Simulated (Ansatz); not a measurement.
A geometry of C away from equilibrium: step 26 of the relaxation of a generated cell, C built in the AFLOW prototype A_oF8_70_a. Calculation: r2SCAN (plane waves to 500 eV, PAW, scalar-relativistic; Ansatz, a quantum-chemistry and plane-wave program). Γ-centred k-mesh 12×12×12 on the run's cell (coarser than for final values), Fermi–Dirac smearing 0.05 eV.

```
CELL_PARAMETERS angstrom
      0.00000     1.78550     1.78861
      1.71278     0.00000     1.78861
      1.71278     1.78550     0.00000
ATOMIC_POSITIONS crystal
  C  0.25000 0.25000 0.25000
  C  0.00000 0.00000 0.00000
```

Problem. Which atoms carry the largest force, and which way does it point?

Solution. No atom: all forces are below 0.005 eV/Å; only the cell is out of equilibrium.

Problem. What is the pressure?

Solution. +14.7 GPa, compression positive.

Problem. How much energy per atom can still be gained by relaxing?

Solution. 0.03 eV/atom; the path ends in Fd-3m (No. 227) (diamond type).

No spin polarisation in the result.

The run could not lose the symmetry of its start; a randomly shaken copy of 4 atoms returns to this structure.

All atoms sit on sites fixed by symmetry, so only the cell could relax.
